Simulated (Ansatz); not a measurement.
This Ca₂SiN₂ structure is the end of a relaxation. The cell was found from a structure generator's guess, not taken from experiment.

All numbers below come from DFT PBE, scalar-relativistic, plane waves, PAW in Ansatz 0.2.0. Cutoff 420 eV, Γ-centred mesh, Gaussian smearing, no spin polarisation.

```cif
data_structure
_symmetry_space_group_name_H-M 'P 1'
_symmetry_Int_Tables_number 1
_cell_length_a 5.5715
_cell_length_b 5.5715
_cell_length_c 5.1141
_cell_angle_alpha 90.000
_cell_angle_beta 90.000
_cell_angle_gamma 120.000
_cell_volume 137.48
loop_
_atom_site_label
_atom_site_type_symbol
_atom_site_fract_x
_atom_site_fract_y
_atom_site_fract_z
_atom_site_occupancy
Ca1 Ca 0.33333 0.66667 0.50000 1
Ca2 Ca 0.66667 0.33333 0.50000 1
Si1 Si 0.00000 0.00000 0.50000 1
N1 N 0.00000 0.00000 0.11472 1
N2 N 0.00000 0.00000 0.88528 1
```

The zero of energy is the elements' standard structures at the same level (N₂ as a molecule); no fitted shifts are applied.

Q: What space group does it have?

A: P6/mmm (No. 191). Conventional cell: a = 5.572 Å, c = 5.114 Å. Around Ca lie 3 Si at 3.22 Å, 3 Ca at 3.22 Å and 6 N at 3.77 Å; Si is surrounded by 2 N at 1.97 Å, 2 N at 3.14 Å and 6 Ca at 3.22 Å; N is surrounded by 1 N at 1.17 Å, 1 Si at 1.97 Å, 1 Si at 3.14 Å and 6 Ca at 3.77 Å.

Q: How far does it lie from the elements in energy?

A: +0.48 eV/atom. The separate elements lie lower, so it is unstable against them.

Q: Is it a metal?

A: Yes, bands cross the Fermi level on the 12×12×8 mesh.

The last run used a 12×12×8 mesh (in the run's order of axes) for its 5-atom cell and Gaussian smearing of 0.10 eV. Symmetry constrained the relaxation, so the result can be a saddle point. Another cell of Ca2SiN2 relaxed alike, in R-3m, lies 0.84 eV/atom lower, so this cell isn't the stable form at this level.
